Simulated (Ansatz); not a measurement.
Relaxed-ion elastic tensor of Tc (hcp (Mg type), space group No. 194) in GPa (Voigt order), PBEsol (plane waves, PAW; program Ansatz); density 11.61 g/cm³, 14.00 Å³ per atom.

```
525  244  206  0.0  0.0  0.0
244  525  206  0.0  0.0  0.0
206  206  580  0.0  0.0  0.0
0.0  0.0  0.0  146  0.0  0.0
0.0  0.0  0.0  0.0  146  0.0
0.0  0.0  0.0  0.0  0.0  140
```

Is the crystal mechanically stable?

Yes: the smallest eigenvalue of C is 140 GPa.

Work out the Voigt, Reuss and Hill averages.

K_V = 327, K_R = 327, K_H = 327; G_V = 151, G_R = 149, G_H = 150 GPa.

Give Young's modulus, Poisson's ratio, Pugh's ratio and the universal anisotropy index.

E = 9KG/(3K + G) = 391 GPa; ν = 0.30; K/G = 2.18 (ductile by the Pugh limit of 1.75); A_U = 5G_V/G_R + K_V/K_R − 6 = 0.05.

Estimate the sound speeds and the Debye temperature.

v_l = √((K + 4G/3)/ρ) = 6740 m/s, v_t = √(G/ρ) = 3600 m/s, mean 4020 m/s; Θ = (h/k)(3n/4πV)^(1/3) v_m = 496 K.

Solve the Christoffel equation for the three sound speeds along x, y, z.

Eigenvalues of C_ijkl n_j n_l equal ρv². In km/s, slowest first: x 3.47, 3.54, 6.72; y 3.47, 3.54, 6.72; z 3.54, 3.54, 7.07.

How much does each axis shrink under pressure?

Linear compressibilities β_i = Σ_j S_ij (j = 1 to 3): x 1.0, y 1.0, z 0.99 per TPa.

Space group P6_3/mmc (hcp (Mg type)). The PBEsol relaxation kept the symmetry of its start. No spin polarisation was allowed. As this level gives no gap, shear constants depend on the k-mesh and smearing (Fermi–Dirac, 0.1 eV here).

Potentials: the later of the program's two PAW sets.
